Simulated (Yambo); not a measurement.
```
BP
1.0
    0.00000     2.30557     2.30557
    2.30557     0.00000     2.30557
    2.30557     2.30557     0.00000
B P
1 1
Direct
  0.00000   0.00000   0.00000
  0.75000   0.75000   0.75000
```

The PBEsol cell relaxed from Materials Project entry mp-1479 was given an isotropic strain of +2 % on all lattice vectors, and the atoms were relaxed again.

Question: Where are the main features of Im ε from RPA with local fields on PBEsol bands shifted by a G0W0 scissor of 0.93 eV (Yambo; 16×16×16 mesh, 15 bands, 4 Ry local-field block, 0.2 eV broadening; field along x)?

Answer: Peaks at 6.5 eV (26), 7.0 eV (25), heights in brackets. Structure narrower than a few tenths of an eV can come from the finite k mesh. Convergence of the RPA response with its 16×16×16 mesh was not tested. The scissor comes from a G0W0 run whose convergence isn't established. No excitonic effects at this level.
